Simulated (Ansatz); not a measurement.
Crystals of one structure type (rock salt) and one family of elements, relaxed and computed with LDA in the plane-wave PAW code Ansatz.

```
crystal  V (Å³/atom)  highest Γ mode, no LO–TO term (cm⁻¹)
-------  -----------  ------------------------------------
MgO             8.99                                   408
CaO            13.04                                     ?
SrO            16.24                                   216
CaS            21.53                                   243
CaSe           24.27                                   192
MgTe           24.97                                   161
BaTe           40.46                                   100
```

Fit a straight line to ln ω against ln V and predict the withheld value.

Least squares on the 6 shown rows: ln ω = -0.88 × ln V + (7.967), with a scatter of 13 %. For CaO this gives 301. The run itself gave 290, within the scatter.

Standing as an ambient phase not checked: MgTe, rock salt. All cells were relaxed under the symmetry of their starts (and spin orders); stability against distortions was not tested throughout. Scalar-relativistic: spin–orbit coupling is off unless named, which matters more the heavier the elements.

Potentials: the later of the program's two PAW sets.
